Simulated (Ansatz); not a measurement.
LiF (rock salt)

```
CELL_PARAMETERS angstrom
      0.00000     2.03393     2.03393
      2.03393     0.00000     2.03393
      2.03393     2.03393     0.00000
ATOMIC_POSITIONS crystal
  F  0.00000 0.00000 0.00000
  Li 0.50000 0.50000 0.50000
```

Equation-of-state scan: isotropic scaling of the cell above, V₀ being its volume. Symmetry pins the atoms to their sites.

All values below come from PBE (plane waves to 420 eV, PAW, scalar-relativistic; Ansatz, a program for electronic structure). k mesh 14×14×14 (Γ-centred), Fermi-Dirac smearing 0.05 eV. The energy includes the smearing's −TS. LiF was relaxed with its symmetry unable to fall. The zero of ΔE is the relaxed starting cell.

```json
[
 {"V (Å³/atom)": "7.573", "ΔE (meV/atom)": "21.2"},
 {"V (Å³/atom)": "7.783", "ΔE (meV/atom)": "11.4"},
 {"V (Å³/atom)": "7.993", "ΔE (meV/atom)": "4.9"},
 {"V (Å³/atom)": "8.204", "ΔE (meV/atom)": "1.2"},
 {"V (Å³/atom)": "8.414", "ΔE (meV/atom)": "0.0"},
 {"V (Å³/atom)": "8.625", "ΔE (meV/atom)": "1.0"},
 {"V (Å³/atom)": "8.835", "ΔE (meV/atom)": "4.0"},
 {"V (Å³/atom)": "9.045", "ΔE (meV/atom)": "8.8"},
 {"V (Å³/atom)": "9.256", "ΔE (meV/atom)": "15.0"}
]
```

Problem. What is the fitted pressure derivative B₀′?

Solution. 4.1.

Problem. What bulk modulus B₀ follows from a third-order Birch-Murnaghan fit?

Solution. 67.3 GPa. Check by three points about V = 8.414 Å³/atom, step 0.210: d²E/dV² ≈ (1.2 − 2·0.0 + 1.0) meV / 0.210² = 0.0497 eV/Å⁶, and V·d²E/dV² × 160.2 = 67.0 GPa.

(Under strain, the slope of the energy per volume gives the stress and its curvature an elastic modulus.)
